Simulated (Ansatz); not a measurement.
Cu₃Pt (Cu3Au type)

```yaml
crystal:
  lattice:
    - [3.68445, 0.00000, 0.00000]
    - [0.00000, 3.68445, 0.00000]
    - [0.00000, 0.00000, 3.68445]
  atoms:
    - { symbol: Cu, position: [0.00000, 0.50000, 0.50000] }
    - { symbol: Cu, position: [0.50000, 0.00000, 0.50000] }
    - { symbol: Cu, position: [0.50000, 0.50000, 0.00000] }
    - { symbol: Pt, position: [0.00000, 0.00000, 0.00000] }
```

The slice is a {110} plane (indices of the conventional cell) through the point (0.000, 0.500, 0.500) (fractional), spanned by u = [100] and v = [011] in vectors of this cell: u (3.68 Å) and v (5.21 Å, at 90° to u). It covers one period; positions are fractions (u, v).

Calculation: r2SCAN (plane waves to 500 eV, PAW, scalar-relativistic; Ansatz, an electronic-structure program). k mesh 13×13×13. Near the nuclei the fields are pseudised (PAW); where an atom keeps semicore shells as valence, they peak there. Cu3Pt is run without spin polarisation. Cu3Pt was relaxed with its symmetry unable to fall. Spin-orbit coupling is left out, though Pt is heavy.

Three fields on this plane, each scaled to ten steps between its own extremes (0 low, 9 high; the total valence density on a logarithmic scale, the potential cut 8 eV below its top; x marks points blanked near nuclei; v = 0 in the bottom row):

Map A
```
|xxxxxx012222210xxxxx|
|xxxxxx022222220xxxxx|
|xxxxx02333233320xxxx|
|xxxx0144432344410xxx|
|xx00255543234555200x|
|23356775422245776533|
|77788876422246788877|
|88778886432346888778|
|xx98778753335787789x|
|xxxx8777543457778xxx|
|xxxxx87653335678xxxx|
|xxxxxx764333467xxxxx|
|xxxxxx754323457xxxxx|
|xxxxxx754323457xxxxx|
|xxxxxx754323457xxxxx|
|xxxxxx764333467xxxxx|
|xxxxx87653335678xxxx|
|xxxx8777543457778xxx|
|xx98778753335787789x|
|88778886432346888778|
|77788876422246788877|
|23356775422245776533|
|xx00255543234555200x|
|xxxx0144432344410xxx|
|xxxxx02333233320xxxx|
|xxxxxx022222220xxxxx|
|xxxxxx012222210xxxxx|
|xxxxxx012222210xxxxx|
```

Map B
```
|xxxxxx310000013xxxxx|
|xxxxxx311000113xxxxx|
|xxxxx42111111124xxxx|
|xxxx5322222222235xxx|
|xx64332222222223346x|
|55443322333332233445|
|55543333333333333455|
|87654433333333344567|
|xx98654333333345689x|
|xxxx9653322233569xxx|
|xxxxx85422222458xxxx|
|xxxxxx642111246xxxxx|
|xxxxxx742111247xxxxx|
|xxxxxx742111247xxxxx|
|xxxxxx742111247xxxxx|
|xxxxxx642111246xxxxx|
|xxxxx85422222458xxxx|
|xxxx9653322233569xxx|
|xx98654333333345689x|
|87654433333333344567|
|55543333333333333455|
|55443322333332233445|
|xx64332222222223346x|
|xxxx5322222222235xxx|
|xxxxx42111111124xxxx|
|xxxxxx311000113xxxxx|
|xxxxxx310000013xxxxx|
|xxxxxx310000013xxxxx|
```

Map C
```
|xxxxxx578999875xxxxx|
|xxxxxx578999875xxxxx|
|xxxxx46788888764xxxx|
|xxxx3677777777763xxx|
|xx14677776667777641x|
|44567887666667887654|
|44567887665667887654|
|01246777666667776421|
|xx00357777677775300x|
|xxxx0367777777630xxx|
|xxxxx04788888740xxxx|
|xxxxxx268999862xxxxx|
|xxxxxx168999861xxxxx|
|xxxxxx068999860xxxxx|
|xxxxxx168999861xxxxx|
|xxxxxx268999862xxxxx|
|xxxxx04788888740xxxx|
|xxxx0367777777630xxx|
|xx00357777677775300x|
|01246777666667776421|
|44567887665667887654|
|44567887666667887654|
|xx14677776667777641x|
|xxxx3677777777763xxx|
|xxxxx46788888764xxxx|
|xxxxxx578999875xxxxx|
|xxxxxx578999875xxxxx|
|xxxxxx578999875xxxxx|
```

**Question.** Assign the maps to these fields: electron localisation function (ELF); valence electron density; electrostatic potential energy of an electron, from the cell's mean.

**Answer.** A is the electron localisation function (ELF); B is the valence electron density; C is the electrostatic potential energy of an electron, from the cell's mean.
